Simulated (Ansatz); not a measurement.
Starting structure of a cell relaxation (symmetry kept):

```cif
data_structure
_symmetry_space_group_name_H-M 'P 1'
_symmetry_Int_Tables_number 1
_cell_length_a 4.7117
_cell_length_b 4.7117
_cell_length_c 4.7117
_cell_angle_alpha 90.000
_cell_angle_beta 90.000
_cell_angle_gamma 90.000
_cell_volume 104.60
loop_
_atom_site_label
_atom_site_type_symbol
_atom_site_fract_x
_atom_site_fract_y
_atom_site_fract_z
_atom_site_occupancy
Be1 Be 0.84612 0.84612 0.84612 1
Be2 Be 0.65388 0.15388 0.34612 1
Be3 Be 0.34612 0.65388 0.15388 1
Be4 Be 0.15388 0.34612 0.65388 1
Au1 Au 0.15486 0.15486 0.15486 1
Au2 Au 0.34514 0.84514 0.65486 1
Au3 Au 0.65486 0.34514 0.84514 1
Au4 Au 0.84514 0.65486 0.34514 1
```

Computed with Ansatz 0.2.0, DFT LDA, scalar-relativistic, plane waves, PAW.

Cutoff 420 eV; k points 8×8×8 on the computed 8-atom cell (Γ-centred); Gaussian smearing, width 0.10 eV; no spin polarisation.

What does it relax to?

The volume falls by 0.75 Å³/atom to 12.32 Å³/atom, and the energy falls by 23.3 meV/atom. Final structure:
```cif
data_structure
_symmetry_space_group_name_H-M 'P2_13'
_symmetry_Int_Tables_number 198
_cell_length_a 4.6196
_cell_length_b 4.6196
_cell_length_c 4.6196
_cell_angle_alpha 90.000
_cell_angle_beta 90.000
_cell_angle_gamma 90.000
_cell_volume 98.59
loop_
_atom_site_label
_atom_site_type_symbol
_atom_site_symmetry_multiplicity
_atom_site_Wyckoff_symbol
_atom_site_fract_x
_atom_site_fract_y
_atom_site_fract_z
_atom_site_occupancy
Be1 Be 4 a 0.84565 0.84565 0.84565 1
Au1 Au 4 a 0.15302 0.15302 0.15302 1
```

Course of the relaxation (steps run on the plane waves of an earlier cell, and the basis is chosen afresh near the end, so energy and pressure can step there; trial steps that raised the energy were taken back; energies are free energies):

| step | E − E_final (meV/atom) | largest force component (eV/Å) | P (GPa) | V (Å³/atom) |
| --- | --- | --- | --- | --- |
| 1 | 23.3 | 0.042 | -9.24 | 13.08 |
| 2 | 21.8 | 0.022 | 11.27 | 11.66 |
| 3 | 0.2 | 0.020 | -1.10 | 12.40 |
| 4 | -0.2 | 0.008 | 0.02 | 12.32 |
| 5 | -0.2 | 0.001 | 0.00 | 12.32 |
| 6 | 0.0 | 0.001 | 0.00 | 12.32 |

Spin–orbit coupling is left out, which can shift energies with elements as heavy as these.

Cost: 1 run of about 1.8 core-minutes, on Arm Neoverse V2 (shared hosts).